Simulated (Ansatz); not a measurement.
In plane-wave PAW r²SCAN (Ansatz code), Li₄Nb₆NiO₁₈ in the trigonal phase (P3; Pearson symbol hP29) relaxes to a = 5.143 Å, c = 13.919 Å. Against the elements it lies at -2.67 eV/atom, with no fitted shifts.

The Kohn–Sham gap is 2.65 eV (smallest direct gap 2.67 eV). The electron mass is 1.7, 1.7, 11 mₑ (principal values). The magnetic state found is ferromagnetic. The net moment is 0.07 μB per atom.

Bader charges are Li +0.90 to +0.91, Nb +2.84 to +2.90, Ni +1.32, O -1.26 to -1.16 e.

The start of the workflow was typed in or built on a structure type; neither database checked (COD, Materials Project) lists it. Whether it is the stable phase at ambient conditions was not checked. The cell was relaxed with r²SCAN under the symmetry of its start; its stability against distortions is not shown here. Spin order of the final state: ferromagnetic, the only order run, not a proven ground state. Other orbital occupations within this spin state were not tried. No Hubbard U is applied. The references are the lowest solids computed at this level, not always the standard phases (solids in place of the gases). Spin–orbit coupling is left out wherever it is not named.

Potentials: the later of the program's two PAW sets.
